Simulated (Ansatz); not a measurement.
**Al$_{5}$Co$_{2}$Ni$_{3}$ (P4/mmm) at 2 levels of theory**

One geometry, relaxed with PBE; plane waves with PAW potentials in Ansatz, scalar-relativistic. Collinear spin; the first row ends at 0.6 μB a primitive cell. Gaps are the least over mesh and band path; pressure is positive in compression.

```cif
data_structure
_symmetry_space_group_name_H-M 'P4/mmm'
_symmetry_Int_Tables_number 123
_cell_length_a 2.8722
_cell_length_b 2.8722
_cell_length_c 14.4624
_cell_angle_alpha 90.000
_cell_angle_beta 90.000
_cell_angle_gamma 90.000
_cell_volume 119.31
loop_
_atom_site_label
_atom_site_type_symbol
_atom_site_symmetry_multiplicity
_atom_site_Wyckoff_symbol
_atom_site_fract_x
_atom_site_fract_y
_atom_site_fract_z
_atom_site_occupancy
Al1 Al 2 g 0.00000 0.00000 0.89889 1
Al2 Al 2 g 0.00000 0.00000 0.29719 1
Al3 Al 1 b 0.00000 0.00000 0.50000 1
Ni1 Ni 1 c 0.50000 0.50000 0.00000 1
Ni2 Ni 2 h 0.50000 0.50000 0.39856 1
Co1 Co 2 h 0.50000 0.50000 0.19815 1
```

```json
{"level": "PBE", "cutoff (eV)": "420", "k mesh": "14×14×4", "gap (eV)": "0", "pressure (GPa)": "0.0", "largest moment (μB)": "0.34"}
```

Problem. What comes out on the same cell with LDA?

Solution.
```tsv
level	cutoff (eV)	k mesh	gap (eV)	pressure (GPa)	largest moment (μB)
LDA	420	14×14×4	0	-10.8	0.02
```

It was reached by relaxing an invented guess, and it needn't be the stable form of this composition.
